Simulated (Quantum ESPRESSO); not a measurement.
```cif
data_Cd4S4
_chemical_formula_sum 'S4 Cd4'
_space_group_name_H-M_alt 'F-43m'
_space_group_IT_number 216
_space_group_name_Hall 'F -4 2 3'
_cell_length_a 5.75822
_cell_length_b 5.75822
_cell_length_c 5.75822
_cell_angle_alpha 90.000
_cell_angle_beta 90.000
_cell_angle_gamma 90.000
loop_
_atom_site_label
_atom_site_type_symbol
_atom_site_symmetry_multiplicity
_atom_site_Wyckoff_symbol
_atom_site_fract_x
_atom_site_fract_y
_atom_site_fract_z
_atom_site_occupancy
S1 S 4 c 0.25000 0.25000 0.25000 1
Cd1 Cd 4 a 0.00000 0.00000 0.00000 1
```
(The calculation used a cell of 2 atoms; values per cell refer to that cell.)

Cell and atoms were relaxed with LDA from Materials Project entry mp-2469, within its symmetry.

Problem. What does norm-conserving LDA (Quantum ESPRESSO, 102 Ry, scalar-relativistic) give for the electronic structure near the Fermi level?

Solution. The LDA gap is direct, 0.94 eV at Γ. Spin-orbit splittings are left out.
